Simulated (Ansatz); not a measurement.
The relaxed structure here is a generated cell of Ti2C: the first start was made by placing the elements on the sites of a structure type, and the end was not matched to a known phase here, so it may be hypothetical.

One starting cell of Ti₂C (a generated trial cell of Ti2C in the AFLOW prototype A2B_hP9_150_ef_bd (C22, as in Fe2P)) was relaxed twice with Ansatz (plane waves, PAW, scalar-relativistic): with PBEsol at 420 eV and with PBE at 420 eV. The PBEsol result:

```cif
data_C3Ti6
_chemical_formula_sum 'Ti6 C3'
_space_group_name_H-M_alt 'P 1'
_space_group_IT_number 1
_cell_length_a 6.05284
_cell_length_b 6.05284
_cell_length_c 3.19420
_cell_angle_alpha 90.000
_cell_angle_beta 90.000
_cell_angle_gamma 120.000
loop_
_space_group_symop_operation_xyz
  'x, y, z'
loop_
_atom_site_label
_atom_site_type_symbol
_atom_site_fract_x
_atom_site_fract_y
_atom_site_fract_z
_atom_site_occupancy
Ti1 Ti 0.25480 0.00000 0.00000 1
Ti2 Ti 0.00000 0.25480 0.00000 1
Ti3 Ti 0.74520 0.74520 0.00000 1
Ti4 Ti 0.59025 0.00000 0.50000 1
Ti5 Ti 0.00000 0.59025 0.50000 1
Ti6 Ti 0.40975 0.40975 0.50000 1
C1 C 0.00000 0.00000 0.50000 1
C2 C 0.33333 0.66667 0.00000 1
C3 C 0.66667 0.33333 0.00000 1
```

```json
[
 {"quantity": "space group", "PBEsol": "P-62m", "PBE": "P-62m"},
 {"quantity": "volume (Å³/atom)", "PBEsol": "11.26", "PBE": "___"},
 {"quantity": "a (Å)", "PBEsol": "6.053", "PBE": "___"},
 {"quantity": "c (Å)", "PBEsol": "3.194", "PBE": "___"},
 {"quantity": "gap (eV, no spin-orbit coupling)", "PBEsol": "0.00", "PBE": "___"}
]
```

Problem. What does PBE give for the same quantities?

Solution. 
- volume (Å³/atom), PBE: 11.63
- a (Å), PBE: 6.117
- c (Å), PBE: 3.229
- gap (eV, no spin-orbit coupling), PBE: 0.00

Both levels end in the same structure; PBE's volume is 3.3 % larger. Neither column is exact.

No spin polarisation in the result.

The run could not lose the symmetry of its start: the end is stationary, and may be a saddle point rather than a minimum.

Ansatz is an electronic-structure program.
